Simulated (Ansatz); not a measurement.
Ansatz run, V₂AsSe

The input, for Ansatz 0.2.0 (plane waves, PAW):

```yaml
crystal:
  lattice:
    - [1.868004, 3.235474, 0.0]
    - [-1.868004, 3.235474, 0.0]
    - [-1.868004, 1.078489, 6.313062]
  atoms:
    - { symbol: As, position: [0.5, 0.0, 0.5] }
    - { symbol: Se, position: [0.0, 0.0, 0.0] }
    - { symbol: V, position: [0.2313, 0.5374, 0.6939] }
    - { symbol: V, position: [0.7687, 0.4626, 0.3061] }
  symmetry: { tolerance: 0.0003 }
kpoints:
  mp_grid: { grid: [4, 4, 4], shift: [0, 0, 0] }
magnetization:
  spin_polarized: false
scf:
  occupations: { method: fermi_dirac, width: 0.0463 }
hamiltonian:
  pseudopotentials: { kind: paw }
  xc: hse06
basis:
  ecutwfc: 420
  fft_grid_basis: typed
output:
  forces: true
  stress: true
  eigenvalues: true
  bader: true
  populations: true
  elf: true
  write_potential: true
  volumetric_format: npy
  dos:
    e_range: [-12, 8]
    de: 0.05
    projected: { site_lists: { As: [As], Se: [Se], V: [V] } }
```

Output (shortened):

```
Warning: crystal.lattice misses the space group found at crystal.symmetry.tolerance 3.0e-4 in a digit that the deck types, which is why this is a warning: making the lattice exact moves one of its numbers by a whole unit of that number's last typed decimal, or more. The operation that it misses by the most changes a squared length by the fraction 2.15e-6.
Warning: output.stress: scf.convergence.dr2_threshold = 1e-7 eV (the SCF's general default) is looser than the 4e-10 eV advised for a printed stress (1e-10 eV for each atom of the cell: 4).
Warning: output.stress: scf.exx.energy_threshold = 1e-6 eV is looser than the 4e-8 eV advised for a stress under a hybrid functional (1e-8 eV for each atom of the cell: 4). Every SCF of the exchange loop can meet its threshold on dr2 while the loop round them stops early: no threshold on dr2 bounds what that leaves in the stress. Set scf.exx.energy_threshold to 4e-8 eV or tighter.
Pseudopotentials: kind: paw
Pseudopotential: As, paw, valence charge 15, recommended cutoff 420 eV (normal), As.paw.azcp
Pseudopotential: Se, paw, valence charge 16, recommended cutoff 420 eV (normal), Se.paw.azcp
Pseudopotential: V, paw, valence charge 13, recommended cutoff 420 eV (normal), V.paw.azcp
Functional definition: HSE06
  exchange = pbe_x - a*pbe_x_sr(omega) + a*exact_x_sr(omega)
  correlation = pbe_c
Crystal: 4 atoms, lattice volume = 76.311 Å³
Basis set: ecut = 420 eV, 1479 PW (Γ), exchange–correlation on 50×50×90 points (8 copies of the dense FFT grid, shifted against one another)
Bands: 35, of which v1, the nominal top of the filled ones, is band 29 counted from 1 (28 counted from 0)
Symmetry: 12 space group operations
Space group: R-3m (ITA 166), of the structure as read, at distance tolerance 1.3e-3 Å
k-points: 13 of 64
Initial density: superposition of atomic densities (neutral atoms: chi_scale 0, normalization atom), corrected by the library's trained network
SCF iter   1: F=—  Δρ=5.48e-3  dr2=2.74e-2
SCF iter   2: F=—  Δρ=2.53e-3  dr2=1.05e-2
SCF iter   3: F=—  Δρ=9.93e-4  dr2=2.17e-3
SCF iter   4: F=—  Δρ=4.44e-4  dr2=7.01e-4
SCF iter   5: F=—  Δρ=1.64e-4  dr2=6.76e-5
SCF iter   6: F=—  Δρ=1.05e-4  dr2=1.67e-5
SCF iter   7: F=—  Δρ=4.41e-5  dr2=1.96e-6
SCF iter   8: F=—  Δρ=1.64e-5  dr2=2.91e-7
SCF iter   9: F=—  Δρ=4.56e-6  dr2=1.83e-8
SCF iter  10: F=—  Δρ=1.31e-6  dr2=1.47e-9
…
hybrid outer 3: dexx = +2.973e-6 eV, tail = 7.22e-8 eV, Δε = 1.81e-3 eV (about 7.77e-4 eV left of the loop's levels), ΔF = 5.64e-3 eV/Å (tail 3.63e-3)
SCF iter   1: F=—  Δρ=2.68e-6  dr2=4.27e-9
SCF iter   2: F=—  Δρ=3.46e-6  dr2=6.07e-9
SCF iter   3: F=-16149.4421 eV  Δρ=1.57e-6  dr2=2.22e-9
SCF iter   4: F=-16149.4421 eV  Δρ=1.22e-6  dr2=8.50e-10 (applied; sched 1.00e-12)  recentre
SCF iter   5: F=-16149.4421 eV  Δρ=8.23e-7  dr2=2.56e-10 (applied; sched 1.00e-12)
hybrid outer 4: dexx = +2.571e-7 eV, tail = inf eV, Δε = 4.57e-4 eV (no sum), ΔF = 3.46e-4 eV/Å (tail inf)
SCF iter   1: F=—  Δρ=9.98e-7  dr2=4.35e-10
SCF iter   2: F=-16149.4421 eV  Δρ=6.72e-7  dr2=3.16e-10 (applied; sched 1.00e-12)
hybrid outer 5: dexx = +1.108e-10 eV, tail = 4.31e-9 eV, Δε = 2.73e-5 eV (about 5.79e-4 eV left of the loop's levels), ΔF = 7.50e-5 eV/Å (tail 3.38e-4)
Free energy (F): -16149.4421 eV
Frozen-core exchange: fock
Harris-Foulkes:  -16149.4421 eV  (|F-HF|=2.40e-10)
Internal energy: -16149.4177 eV  (E = F + TS)
E sigma→0 (E₀):  -16149.4299 eV
Entropy (-TS):   -0.0244 eV (-6.107 meV/atom)
Fermi energy:    11.9201 eV
--- Per-component energies (eV) ---
  E_band       = -1136.5480
  E_kinetic    = 885.2183
  E_local      = -6196.8207  (includes V_loc(G=0)·N_el)
  E_nonlocal   = -1358.0141
  E_hartree    = 3065.8028
  E_xc         = -353.8248
  E_vxc        = -401.2335  (∫ρ·V_xc dr)
  E_exx        = -220.6611  (= α·E_x^exact, valence–valence)
  E_paw        = -5835.8679  (= ΣΔE_a)
  E_vpaw       = 244.0192  (= ΣTr[D̂ρ^β])
  E_aug_tail   =  0.0000  (compensation charges beyond the density's cutoff)
  E_ewald      = -6133.0576
  E_core_change = -2.1926  (= ΣΔE_core)
  E_smearing   = -0.0244  (= −TS)
--- Forces (eV/Å), atoms counted from 1 ---
  atom   1  As     0.0000     0.0000     0.0000
  atom   2  Se     0.0000     0.0000     0.0000
  atom   3  V      0.0000     0.0000    -0.5879
  atom   4  V      0.0000     0.0000     0.5879
--- Stress (GPa, compression-positive) ---
      -12.4889       0.0000       0.0000
        0.0000     -12.4889       0.0000
        0.0000       0.0000     -19.6748
  P = ⅓ Tr σ = -14.8842 GPa (-148.842 kbar)
--- Löwdin populations: 4 sites ---
  site symbol       q [e]
     0     As     15.5070
     1     Se     16.6113
     2      V     12.3030
     3      V     12.3030
  spilling = 0.0048 (of n_electrons = 57.0000)
--- Bader charges: 4 sites ---
  site symbol  charge [e]  shift [e]
     0     As     -1.3676     0.0010
     1     Se     -1.0610     0.0020
     2      V      1.2143     0.0005
     3      V      1.2143     0.0005
```

Origin: a known structure type with other elements, at an estimated volume, so it need not be a known compound. Caveats: the exchange threshold is loose for a stress; the SCF threshold is loose for a stress; no spin polarisation, so a magnetic state may lie lower; hybrid functional on a coarse k mesh.
